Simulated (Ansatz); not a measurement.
Consider a crystal of LaO₄ in space group P-4m2 (No. 115), with La on 1b; O on 2f and 2g.

Computed with DFT PBE, scalar-relativistic, plane waves, PAW (Ansatz). Cutoff 420 eV, Γ-centred mesh, Gaussian smearing, no spin polarisation.

Formation energies are uncorrected and refer to the elements' standard structures at the same level (O₂ as a molecule).

Task: Predict the relaxed structure.

Result:

Space group P-4m2 (No. 115). a = 4.076 Å, b = 4.076 Å, c = 6.651 Å, α = 90.00°, β = 90.00°, γ = 90.00°
```tsv
atom	site	symmetry	x	y	z
La	1b	-4m2	0.5000	0.5000	0.0000
O	2f	2mm.	0.5000	0.5000	0.4084
O	2g	2mm.	0.0000	0.5000	0.8505
```

Around La lie 4 O at 2.27 Å and 2 O at 2.72 Å; around O on its first site lie 1 O at 1.22 Å, 2 O at 2.67 Å and 1 La at 2.72 Å; O on its second site is surrounded by 2 La at 2.27 Å and 2 O at 2.67 Å. Another local minimum with the same sites may exist.

Task: Where does its energy lie, and is it a metal?

Result: The energy over the elements is −1.09 eV/atom. The gap on the 10×10×6 mesh of the 5-atom cell is 0 eV (a metal).

The last run used Gaussian smearing of 0.10 eV. An odd number of electrons in the primitive cell allows no gap without spin; a larger cell or a magnetic state could open one. The cell is a metal run without spin; a magnetic state may lie lower. A structure relaxed within its symmetry needn't be a true minimum. Another cell of LaO4 relaxed alike, in P6/mmm, lies 159 meV/atom lower, so this cell isn't the stable form at this level.
